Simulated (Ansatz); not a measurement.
BC7 in space group P-43m (No. 215; C on 3d, C on 4e, B on 1b) under volume change, DFT-PBEsol in the program Ansatz with PAW potentials, shape and atoms relaxed at each volume.

```csv
V (Å³/atom),E − E(relaxed) (meV/atom),P (GPa)
5.310,68.9,45.19
5.485,29.1,27.96
5.660,6.9,13.00
5.835,0.0,0.00
6.010,6.3,-11.29
6.185,24.1,-21.09
6.360,51.9,-29.61
```

Question: What does a third-order Birch–Murnaghan fit give for V₀, B₀ and B′?

Answer: V₀ = 5.84 Å³/atom, B₀ = 403 GPa, B′ = 3.7.

The start of the workflow was typed in or built on a structure type; the Crystallography Open Database copy checked does not list it. Its standing as an ambient phase is unchecked. The cell was relaxed with PBEsol under the symmetry of its start; whether a distortion lowers the energy is not shown. Its formation energy is positive at this level, so the cell may be metastable or incomplete.

Potentials: the earlier of the program's two PAW sets. The files were generated under PBE; for other functionals the program regenerates the frozen cores, and for LDA and PBEsol the local potential too.
